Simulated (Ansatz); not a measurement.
Relaxed-ion elastic tensor of InP (zinc blende, F-43m) in GPa (Voigt order), the program Ansatz at the PBEsol level (PAW); density 4.77 g/cm³, 25.40 Å³ per atom.

```json
[
 {"": "1", "1": "94.8", "2": "52.9", "3": "52.9", "4": "0.0", "5": "0.0", "6": "0.0"},
 {"": "2", "1": "52.9", "2": "94.8", "3": "52.9", "4": "0.0", "5": "0.0", "6": "0.0"},
 {"": "3", "1": "52.9", "2": "52.9", "3": "94.8", "4": "0.0", "5": "0.0", "6": "0.0"},
 {"": "4", "1": "0.0", "2": "0.0", "3": "0.0", "4": "43.2", "5": "0.0", "6": "0.0"},
 {"": "5", "1": "0.0", "2": "0.0", "3": "0.0", "4": "0.0", "5": "43.2", "6": "0.0"},
 {"": "6", "1": "0.0", "2": "0.0", "3": "0.0", "4": "0.0", "5": "0.0", "6": "43.2"}
]
```

### Question
Is the crystal mechanically stable?

### Answer
Yes: the smallest eigenvalue of C is 41.9 GPa.

### Question
Work out the Voigt, Reuss and Hill averages.

### Answer
K_V = 66.9, K_R = 66.9, K_H = 66.9; G_V = 34.3, G_R = 30.3, G_H = 32.3 GPa.

### Question
Give Young's modulus, Poisson's ratio, Pugh's ratio and the universal anisotropy index.

### Answer
E = 9KG/(3K + G) = 83.5 GPa; ν = 0.29; K/G = 2.07 (ductile by the Pugh limit of 1.75); A_U = 5G_V/G_R + K_V/K_R − 6 = 0.65.

### Question
Estimate the sound speeds and the Debye temperature.

### Answer
v_l = √((K + 4G/3)/ρ) = 4800 m/s, v_t = √(G/ρ) = 2600 m/s, mean 2900 m/s; Θ = (h/k)(3n/4πV)^(1/3) v_m = 294 K.

### Question
Give the Zener ratio and Young's modulus along [100], [110] and [111].

### Answer
A = 2C44/(C11 − C12) = 2.06; 1/E = S11 − 2(S11 − S12 − S44/2)Γ with Γ = 0, 1/4, 1/3 gives 56.9, 87.5, 107 GPa.

### Question
Solve the Christoffel equation for the three sound speeds along [100], [110], [111].

### Answer
Eigenvalues of C_ijkl n_j n_l equal ρv² (piezoelectric stiffening left out). In km/s, slowest first: [100] 3.01, 3.01, 4.46; [110] 2.10, 3.01, 4.95; [111] 2.44, 2.44, 5.11.

The PBEsol relaxation kept the symmetry of its start.

Potentials: the earlier of the program's two PAW sets. The files were generated under PBE; for other functionals the program regenerates the frozen cores, and for LDA and PBEsol the local potential too.
